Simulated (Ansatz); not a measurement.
## InAg, a disordered cell

```
In Ag
1.0
     7.24892   -2.10364   -1.18349
     0.15924    4.92201    0.08293
    -0.91223   -0.27875    5.82060
In Ag
4 4
Cartesian
  6.2059 2.6314 0.6462
  1.9326 2.9035 3.4851
  2.1156 0.4490 1.7809
  5.0565 0.1802 1.8121
  0.0518 2.2677 0.6304
  3.4631 0.2038 4.6063
  0.3721 0.4744 4.1986
  4.8922 2.6203 3.5207
```

The numbers come from plane-wave PAW DFT (Ansatz): BLYP, no spin polarisation, 420 eV, 3×4×3 (shifted by 0.5, 0.5, 0.5 steps) k points, fermi-dirac occupations (width 0.0644 eV). Nothing was relaxed.

(1) Describe some of the short contacts.

(2) Is it stable against the elements?

(3) Is the cell too large or too small?

(4) Is there a gap?

Origin: a disordered cell, so it need not be a known compound. Caveats: the k mesh is coarse if the cell is a metal; forces of this functional can be a tenth off on these datasets.

Answers

(1) In–In at 2.94 Å: least valence density 0.23 e/Å³ and ELF 0.36 there. In–Ag at 2.95 Å: least valence density 0.21 e/Å³ and ELF 0.24 there. Ag–Ag at 2.98 Å: least valence density 0.18 e/Å³ and ELF 0.17 there. Both are smooth PAW fields, read partly inside the augmentation spheres.

(2) 0.10 eV an atom against the elements' usual phases (free molecules for gases, crystals otherwise, with no correction for O₂ or N₂), so at this geometry it isn't bound against them. Relaxing would lower it.

(3) The pressure is 1.9 GPa (compression positive), so with the atoms held at these fractions the cell would first expand; the forces are large, so a full relaxation may end otherwise. The principal stresses -0.1, 2.3, 3.3 GPa differ, so its shape would change too.

(4) It is a metal, with about 2.9 states/eV a cell as the mean within 0.25 eV of the Fermi level, mostly In p (62 %), Ag s (14 %) and In s (12 %).
